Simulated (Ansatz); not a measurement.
**Notes on Ag**

```
Ag
1.0
     0.00000    2.08683    2.08683
     2.08683    0.00000    2.08683
     2.08683    2.08683    0.00000
Ag
1
Cartesian
  0.0000 0.0000 0.0000
```

Method: r2SCAN, no spin polarisation; PAW, plane waves to 500 eV, 14×14×14 Γ-centred mesh, fermi-dirac occupations (width 0.1 eV) (Ansatz 0.2.0), atoms fixed.

Is the cell too large or too small?

The pressure is -4.4 GPa (compression positive), so with the atoms held at these fractions the cell would first shrink.

What do density and ELF say about some of the short contacts?

Ag–Ag at 2.95 Å: least valence density 0.19 e/Å³ and ELF 0.14 there. These are pseudo-fields; inside the PAW spheres they differ from the all-electron ones.

Is there a gap?

It is a metal, with about 0.27 states/eV a cell as the mean within 0.25 eV of the Fermi level.

Origin: a database entry at a rescaled volume.
